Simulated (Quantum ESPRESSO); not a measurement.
Parts of the isotropic shielding in BaSr$_{3}$Te$_{4}$, by PBE GIPAW (a modified build of Quantum ESPRESSO, JTH PAW datasets), 20 Ha, k-mesh 6×6×6 shifted:

```
CELL_PARAMETERS angstrom
      6.82612     0.00000     0.00000
      0.00000     6.82612     0.00000
      0.00000     0.00000     6.82612
ATOMIC_POSITIONS crystal
  Ba 0.00000 0.00000 0.00000
  Te 0.50000 0.00000 0.00000
  Sr 0.00000 0.50000 0.50000
  Te 0.50000 0.50000 0.50000
  Sr 0.50000 0.00000 0.50000
  Te 0.00000 0.00000 0.50000
  Sr 0.50000 0.50000 0.00000
  Te 0.00000 0.50000 0.00000
```
The cell was made here from a computed Materials Project entry: one of 4 Sr replaced by Ba, cell and atoms relaxed (PBE without dispersion, pw.x of Quantum ESPRESSO, symmetry kept). The parent is SrTe in Fm-3m; whether this form has been observed was not checked. The swapped cell is a model, not a known phase. Stability against distortions was not tested.

The core term is that of the free atom's frozen core; the paramagnetic column sums the reconstruction terms. Shieldings are absolute and leave out the bulk-susceptibility term; a larger σ means a smaller chemical shift. In our sweeps, cutoffs and meshes of this size left a few ppm, and up to some 20 ppm on atoms from Zn on. Spin–orbit coupling is left out; its weight grows with the heaviest atom, Ba here. The datasets of Te hold no d projectors, which limits absolute σ on these atoms.

```csv
site,core,bare (smooth current),diamagnetic correction,paramagnetic corrections,σ_iso (ppm)
Ba (atom 1),6129.8,72.4,-43.8,___,___
"Te1 (atoms 2, 6, 8)",5554.2,30.3,-3.3,___,___
"Sr (atoms 3, 5, 7)",3441.1,83.3,-6.0,___,___
Te2 (atom 4),5554.2,33.0,-3.4,___,___
```

Some entries are withheld; supply them.


- Ba (atom 1), paramagnetic corrections: -1937.8
- Ba (atom 1), σ_iso (ppm): 4220.6
- Te1 (atoms 2, 6, 8), paramagnetic corrections: -2780.9
- Te1 (atoms 2, 6, 8), σ_iso (ppm): 2800.3
- Sr (atoms 3, 5, 7), paramagnetic corrections: -827.5
- Sr (atoms 3, 5, 7), σ_iso (ppm): 2691.0
- Te2 (atom 4), paramagnetic corrections: -2519.6
- Te2 (atom 4), σ_iso (ppm): 3064.2
